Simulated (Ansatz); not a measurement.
InRh: moving Rh off its site

InRh, Pm-3m, a = 3.196 Å (as given, not relaxed at this level: -1.1 GPa). The structure is a COD entry; whether it is the stable form wasn't checked. Ansatz: PBEsol, PAW, 420 eV, Γ-centred 16×16×16 mesh on 2 atoms, Gaussian smearing 0.15 eV; no spin polarisation.

```
CELL_PARAMETERS angstrom
3.19600 0.00000 0.00000
0.00000 3.19600 0.00000
0.00000 0.00000 3.19600
ATOMIC_POSITIONS crystal
In 0.50000 0.50000 0.50000
Rh 0.00000 0.00000 0.00000
```

Atom 2 (Rh) moves by x along the unit vector (-1.000, 0.000, 0.000), with its periodic images; all else is held. y is the free energy of the cell over the start, F the force along the path summed over the moved atoms. Symmetry makes y even in x.

```tsv
x (Å)	y (meV)	F (eV/Å)
-0.5000	?	?
-0.2500	191.3	1.53
0.0000	0.0	0.00
0.0625	12.0	-0.38
0.1250	47.9	-0.77
0.1875	107.7	-1.15
0.3125	298.7	-1.91
0.3750	429.5	-2.28
0.4375	583.5	-2.65
```

Question: Fit y = c2 x² + c4 x⁴ to the energies of the other rows, give the force constant, and predict energy and force of the missing row.

Answer: Least squares on the rows shown. y = 3068.2 x² − 102.24 x⁴. The force constant is 2 c2 = 6.14 eV/Å² (for all images moving together, not for a lone atom). With two atoms in a cubic cell this is the optical mode at Γ (in a metal it hangs on mesh and smearing): ω = 521.5 √(2 c2/μ) = 175 cm⁻¹ for μ = 54.27 u. The force −dy/dx at the missing row is 3.02 eV/Å (computed 3.00). At x = -0.5000 the fit asked for gives 760.7 meV. The run gave 759.9 meV, so the fit is 0.8 meV too high, a small miss on the scale of the series.